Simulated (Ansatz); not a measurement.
The cell below belongs to a search over invented structures; it isn't taken from experiment.

Input and command of a plane-wave DFT calculation in Ansatz:

```yaml
crystal:
  lattice:
    - [3.70541655, 0.0, 0.0]
    - [-1.85270827, 3.20898486, 0.0]
    - [0.0, 0.0, 8.85695607]
  atoms:
    - { symbol: Ta, position: [0.0, 0.0, 0.0] }
    - { symbol: Ge, position: [0.33333333, 0.66666667, 0.18586855] }
    - { symbol: Ge, position: [0.33333333, 0.66666667, 0.81413145] }
    - { symbol: Ge, position: [0.66666667, 0.33333333, 0.81413145] }
    - { symbol: Ge, position: [0.66666667, 0.33333333, 0.18586855] }
    - { symbol: Pt, position: [0.0, 0.0, 0.5] }
basis:
  ecutwfc: 420
kpoints:
  mp_grid: { grid: [5, 5, 2] }
hamiltonian:
  xc: pbe
scf:
  occupations: { method: gaussian, width: 0.2 }
  lower_state_search: "off"
output:
  forces: true
  stress: true
  eigenvalues: true
relax:
  adjacent_minimum: "off"
  f_tol: 0.08
  max_steps: 16
  cell: { stress_tol: 0.8 }
```

```bash
ansatz run input.yaml --threads 1 --pin off --max-ram 2560MiB --backend cpu --events-out ev --progress --plain --runs-dir out
```

Processor: Intel(R) Xeon(R) Processor @ 2.70GHz, 1 thread, on a host shared with other jobs.

**Question.** How long does it run, and how much memory does it take?

**Answer.** About 81 s, peak memory 0.45 GiB. It solves 53 bands at 10 k points (after reduction by symmetry) with about 1993 plane waves (on the last cell), in 124 SCF iterations over 17 ionic steps, the closing evaluation included.
